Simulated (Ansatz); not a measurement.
Se:
```yaml
crystal:
  lattice:
    - [4.50572, 0.00000, 0.00000]
    - [-2.25286, 3.90207, 0.00000]
    - [0.00000, 0.00000, 4.99131]
  atoms:
    - { symbol: Se, position: [0.21709, 0.00000, 0.83333] }
    - { symbol: Se, position: [0.00000, 0.21709, 0.16667] }
    - { symbol: Se, position: [0.78291, 0.78291, 0.50000] }
```

Relaxed with r²SCAN. Special points in fractions of this cell's reciprocal vectors: Γ (0.000, 0.000, 0.000); M (0.500, 0.000, 0.000); K (0.333, 0.333, 0.000); A (0.000, 0.000, 0.500); L (0.500, 0.000, 0.500); H (0.333, 0.333, 0.500).

### Question
List the band energies nearest the valence-band maximum at these points for r²SCAN (plane waves, PAW; program Ansatz).

### Answer
In eV from the valence-band maximum; about four levels below and three above (degenerate sets whole), none deeper than 8.9 eV; points with the same levels are listed once.

| k | below | above |
|---|---|---|
| Γ | -3.66 -2.07 -2.07 -0.40 | 2.26 2.26 2.58 |
| M | -3.29 -2.73 -1.87 -0.97 | 2.31 2.76 4.23 |
| K | -2.71 -2.71 -2.62 -1.40 | 3.23 3.23 3.95 |
| A | -3.48 -3.48 -1.45 -1.45 -1.08 | 1.56 1.65 1.65 |
| L | -4.22 -1.66 -1.22 0.00 | 1.82 2.90 3.29 |
| H | -4.77 -4.77 -0.99 -0.26 -0.26 | 1.33 3.07 3.07 |

Space group P3_121 (trigonal Se type). The cell was relaxed with r²SCAN under the symmetry of its start. A crystal of weakly bound chains computed without a dispersion correction: the cell and the soft elastic constants depend strongly on that. Scalar-relativistic: spin–orbit coupling is off unless named, which matters more the heavier the elements.

Potentials: the later of the program's two PAW sets.
